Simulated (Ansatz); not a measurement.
## SiO₂: field gradients against cell size

Reference cell: a COD entry, ions relaxed with PBE at fixed cell.

Space group P4_2/mnm (No. 136); a = 4.1667, c = 2.6645 Å.

```csv
site,Wyckoff,site symmetry,x,y,z
Si,2a,m.mm,0.0000,0.0000,0.0000
O,4f,m.2m,0.3053,0.3053,0.0000
```

One atom of each set is listed.

The numbers come from a DFT calculation in Ansatz (PBE, plane waves and PAW, scalar-relativistic, 420 eV cutoff, Γ-centred 7×7×11 k-points, Fermi–Dirac smearing 0.02 eV).

The cell is scaled uniformly, and the ions relax again at each size.

| V/V₀ | Si V_zz (η) | O V_zz (η) |
| --- | --- | --- |
| 0.94 | ? | ? |
| 0.96 | 1.22 (0.69) | -10.77 (0.20) |
| 0.98 | 1.39 (0.65) | -10.94 (0.18) |
| 1.00 | 1.56 (0.62) | -11.10 (0.17) |
| 1.02 | 1.72 (0.61) | -11.26 (0.16) |
| 1.04 | 1.89 (0.59) | -11.40 (0.14) |
| 1.06 | 2.05 (0.58) | -11.55 (0.12) |

Task: Fill in the row for V/V₀ = 0.94 (V_zz in 10²¹ V/m²).

Result: Si: 1.05 (0.75), O: -10.59 (0.21). Worked for O: a power law through the other 6 rows, |V_zz| = 11.09 × (V/V₀)^0.70, gives 10.62 at V/V₀ = 0.94, against 10.59 from the run (+0.2 %). Logarithmic slopes d ln|V_zz|/d ln V over the series: Si 5.5, O 0.7. Point charges on a uniformly scaled lattice would give −1; atoms that shift within the cell as it changes, and charge that moves in the bonds, make the difference.

At this cell the PBE pressure is 13 GPa, so with PBE the cell would grow if it were relaxed. The entry's cell may itself be off.
